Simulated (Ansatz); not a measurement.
Hf:
```
CELL_PARAMETERS angstrom
      3.20470     0.00000     0.00000
     -1.60235     2.77535     0.00000
      0.00000     0.00000     5.06722
ATOMIC_POSITIONS crystal
  Hf 0.33333 0.66667 0.75000
  Hf 0.66667 0.33333 0.25000
```

Relaxed with PBE. Special points in fractions of this cell's reciprocal vectors: Γ (0.000, 0.000, 0.000); M (0.500, 0.000, 0.000); K (0.333, 0.333, 0.000); A (0.000, 0.000, 0.500); L (0.500, 0.000, 0.500); H (0.333, 0.333, 0.500).

Task: List the band energies nearest the Fermi level at these points for DFT-PBE in the program Ansatz with PAW potentials.

Result: In eV from the Fermi level; about four levels below and three above (degenerate sets whole), none deeper than 8.9 eV; points with the same levels are listed once.

```json
[
 {"k": "Γ", "below": "-7.37 -3.70", "above": "0.60 1.16 1.16"},
 {"k": "M", "below": "-3.35 -2.74 -2.22 -0.83", "above": "0.77 0.85 1.65"},
 {"k": "K", "below": "-2.12 -1.81 -1.81 -1.45", "above": "0.36 0.36 2.02"},
 {"k": "A", "below": "-5.40 -5.40", "above": "0.14 0.14 1.05 1.05 1.05 1.05"},
 {"k": "L", "below": "-3.40 -3.40 -0.99 -0.99", "above": "1.14 1.14 2.62 2.62"},
 {"k": "H", "below": "-1.46 -1.46 -0.22 -0.22", "above": "2.50 2.50 5.01 5.01"}
]
```

Space group P6_3/mmc (hcp (Mg type)). The PBE relaxation kept the symmetry of its start. No spin polarisation was allowed. Scalar-relativistic: spin–orbit coupling is off unless named, which matters more the heavier the elements.

Potentials: the earlier of the program's two PAW sets.
